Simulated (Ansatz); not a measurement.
Property card for Tl

Tl:
```cif
data_Tl2
_chemical_formula_sum 'Tl2'
_space_group_name_H-M_alt 'P 1'
_space_group_IT_number 1
_cell_length_a 4.86166
_cell_length_b 4.86166
_cell_length_c 4.86166
_cell_angle_alpha 60.000
_cell_angle_beta 60.000
_cell_angle_gamma 60.000
loop_
_space_group_symop_operation_xyz
  'x, y, z'
loop_
_atom_site_label
_atom_site_type_symbol
_atom_site_fract_x
_atom_site_fract_y
_atom_site_fract_z
_atom_site_occupancy
Tl1 Tl 0.00000 0.00000 0.00000 1
Tl2 Tl 0.25000 0.25000 0.25000 1
```

Space group Fd-3m (No. 227), diamond; conventional cell a = 6.8754 Å, b = 6.8754 Å, c = 6.8754 Å, α = 90.00°, β = 90.00°, γ = 90.00°.

Method: PBEsol (plane waves, PAW; program Ansatz). Structure relaxed to zero pressure with the same functional. Other levels are named where they apply.

Cell and energy:

- Volume per atom: 40.63 Å³
- Density: 8.35 g/cm³

Electronic structure:

- Electronic character: metallic (no gap)
- Density of states at the Fermi level: 0.81 states/eV per atom (mean over ±0.08 eV)
- Gap with spin–orbit coupling: none (metallic)

Mechanics:

Bulk modulus (Birch–Murnaghan fit): 19.4 GPa
Pressure derivative B′: 5.2
Elastic constants (relaxed ions, GPa): C11 = 13.5, C12 = 22.6, C44 = -12.1
Mechanical stability: unstable (C has a negative eigenvalue)

Phonons:

- Highest zone-centre frequency = 82 cm⁻¹
- Zone-centre stability = no imaginary mode at Γ

The start of the workflow was typed in or built on a structure type; neither database checked (COD, Materials Project) lists it. It is not the phase usual at ambient conditions (space group No. 194). Symmetry was held in the PBEsol relaxation. As this level gives no gap, shear constants depend on the k-mesh and smearing (Fermi–Dirac, 0.1 eV here). As this level gives no gap, phonon frequencies hold no LO–TO term and depend on the k-mesh and smearing (Fermi–Dirac, 0.1 eV here). Scalar-relativistic: spin–orbit coupling is off unless named, which matters more the heavier the elements.

Potentials: the later of the program's two PAW sets.
